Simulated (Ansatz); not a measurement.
SiO₂: gradients before and after relaxing the atoms

Start: a COD entry (perhaps calculated rather than measured), atoms as given.

Space group P4_12_12 (No. 92); a = 4.9329, c = 6.4645 Å.

| site | Wyckoff | site symmetry | x | y | z |
| --- | --- | --- | --- | --- | --- |
| Si | 4a | ..2 | 0.6823 | 0.6823 | 0.5000 |
| O | 8b | 1 | 0.3646 | 0.7317 | 0.4481 |

One atom of each set is listed.

Method: Kohn–Sham DFT in Ansatz, PBE, plane waves and PAW (field gradients read without the response of the frozen cores, which leaves them typically 4 to 6 % off), scalar-relativistic, 420 eV cutoff, Γ-centred 4×4×3 k-points, Fermi–Dirac smearing 0.02 eV.

The largest force at the start is 0.20 eV/Å. Relaxing the ions at fixed cell moves them by 0.014 Å at most (atom 8, O) and 0.012 Å rms. End positions:

Si (0.6831, 0.6831, 0.5000)
O (0.3637, 0.7307, 0.4500)

```
site  moved (Å)          first shell before           first shell after  V_zz before (10²¹ V/m²)  η before
  Si      0.006               4 O at 1.62 Å               4 O at 1.63 Å                     0.62      0.22
   O      0.014  2 Si at 1.62 Å, angle 138°  2 Si at 1.63 Å, angle 137°                     9.36      0.29
```

Q: How do the gradients change?

A: 

| site | V_zz after | η after | change of V_zz |
| --- | --- | --- | --- |
| Si | 0.54 | 0.04 | -0.08 |
| O | 9.35 | 0.32 | -0.01 |

The largest change of V_zz is on Si, from 0.62 to 0.54. The whole tensor moves most on O, by 0.28 along its most changed direction. In per cent, |V_zz| changes by -12 on Si, 0 on O (all sites that start above 0.5). Where |V_zz| stays above 0.1, η moves most on Si, from 0.22 to 0.04.

The cell is 8 % smaller than that of α-cristobalite at ambient conditions, so the entry probably stands for a crystal under pressure.
Before: At this cell the principal stresses reach 6 GPa in size with PBE, which can matter for small gradients.
